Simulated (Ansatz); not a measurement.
Input:

BaNbO2F:
```
BaNbO2F
1.0
    4.08682     0.00000     0.00000
    0.00000     4.08682     0.00000
    0.00000     0.00000     4.26395
Ba Nb O F
1 1 2 1
Cartesian
  2.04341   2.04341   2.13197
  0.00000   0.00000   0.00000
  2.04341   0.00000   0.00000
  0.00000   2.04341   0.00000
  0.00000   0.00000   2.13197
```

This is the PBEsol-relaxed structure.

Q: All from the program Ansatz at the PBEsol level (PAW), unless another level is named. Estimate the highest zone-centre frequency.

A: 557 cm⁻¹.

Q: And the bulk modulus (Birch–Murnaghan fit)?

A: 1420 kbar.

Space group P4/mmm. The start of the workflow was typed in or built on a structure type; neither database checked (COD, Materials Project) lists it. Whether it is the stable phase at ambient conditions was not checked. The PBEsol relaxation kept the symmetry of its start; whether a distortion lowers the energy is not shown. The workflow began spin-polarised and lost its moments. The cell computed holds one magnetic atom, so no antiferromagnetic order was within reach. As this level gives no gap, phonon frequencies hold no LO–TO term and depend on the k-mesh and smearing (Fermi–Dirac, 0.1 eV here). Spin–orbit coupling is left out wherever it is not named.

Potentials: the earlier of the program's two PAW sets. The files were generated under PBE; for other functionals the program regenerates the frozen cores, and for LDA and PBEsol the local potential too.
